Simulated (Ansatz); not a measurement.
Input:

Zr (hcp (Mg type), P6_3/mmc), a = b = 3.246 Å, c = 5.152 Å, α = β = 90.00°, γ = 120.00°.

This is the r²SCAN-relaxed structure.

Question: All from plane-wave PAW r²SCAN (Ansatz code), unless another level is named. Predict the bulk modulus (Birch–Murnaghan fit).

Answer: 95.2 GPa.

Question: Next, the highest zone-centre frequency?

Answer: 149 cm⁻¹.

Symmetry was held in the r²SCAN relaxation; of distortions, only those at the zone centre were tested. No spin polarisation was allowed. As this level gives no gap, phonon frequencies hold no LO–TO term and depend on the k-mesh and smearing (Fermi–Dirac, 0.1 eV here). Axis ratios of metals converge slowly with the k-mesh, so a and c are less sure than the volume.

Potentials: the earlier of the program's two PAW sets.
